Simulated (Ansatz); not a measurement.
Data:

SrCl$_{2}$:
```cif
data_Cl8Sr4
_chemical_formula_sum 'Sr4 Cl8'
_space_group_name_H-M_alt 'Fm-3m'
_space_group_IT_number 225
_space_group_name_Hall '-F 4 2 3'
_cell_length_a 7.04096
_cell_length_b 7.04096
_cell_length_c 7.04096
_cell_angle_alpha 90.000
_cell_angle_beta 90.000
_cell_angle_gamma 90.000
loop_
_atom_site_label
_atom_site_type_symbol
_atom_site_symmetry_multiplicity
_atom_site_Wyckoff_symbol
_atom_site_fract_x
_atom_site_fract_y
_atom_site_fract_z
_atom_site_occupancy
Sr1 Sr 4 a 0.00000 0.00000 0.00000 1
Cl1 Cl 8 c 0.25000 0.25000 0.25000 1
```
(The calculation used a cell of 3 atoms; values per cell refer to that cell.)

This is the PBE-relaxed structure.

Q: All from PBE (plane waves, PAW; program Ansatz), unless another level is named. Estimate the Debye temperature from the elastic constants.

A: 227 K.

Q: Predict the highest zone-centre frequency (without LO–TO term).

A: 171 cm^-1.

Q: What about the vibrational entropy at 300 K?

A: 40.1 J/(K·mol of atoms).

Q: Give the zero-point energy.

A: 23.3 meV/atom.

Symmetry was held in the PBE relaxation; phonons on a q-mesh show no instability.

Potentials: the later of the program's two PAW sets.
